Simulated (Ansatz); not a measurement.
A relaxed structure of TiSi2 is spoiled in several ways and relaxed again each time (noise and exchanges are one random draw each; squeezed and stretched starts keep its symmetry, which their runs cannot lower; pressure is positive under compression). The numbers are results of PBEsol (plane waves to 420 eV, PAW, scalar-relativistic; Ansatz, a quantum-chemistry and plane-wave program), not measurements.

Space group Fddd, origin choice 1 (No. 70); a = 4.7601 Å, b = 8.1802 Å, c = 8.4999 Å, α = β = γ = 90.00°

| atom | site | symmetry | x | y | z |
|---|---|---|---|---|---|
| Si | 16f | .2. | 0.0000 | 0.3363 | 0.0000 |
| Ti | 8a | 222 | 0.0000 | 0.0000 | 0.0000 |
(The calculation used a cell of 6 atoms; values per cell refer to that cell.)

| change | first pressure (GPa) | largest first force (eV/Å) | released (eV/atom) | moves | outcome | final group | E − E(parent) (eV/atom) |
|---|---|---|---|---|---|---|---|
| with one Si and one Ti atom exchanged in a cell of 6 atoms | 5 | 0.5 | 0.54 | 13 | returns to the parent | Fddd | 0.00 |
| squeezed uniformly to 70 % of its volume | (withheld) | 0.3 | (withheld) | 17 | (withheld) | (withheld) | (withheld) |

Fill in the missing entries.


- squeezed uniformly to 70 % of its volume, first pressure (GPa): 115
- squeezed uniformly to 70 % of its volume, released (eV/atom): 1.10
- squeezed uniformly to 70 % of its volume, outcome: returns to the parent
- squeezed uniformly to 70 % of its volume, final group: Fddd
- squeezed uniformly to 70 % of its volume, E − E(parent) (eV/atom): 0.00

First-step values come from each run's starting, coarser k-mesh (6×6×6, 7×7×7). Each cell has its own k-point mesh; energy differences are given only to the digits this allows. No spin polarisation in the result.
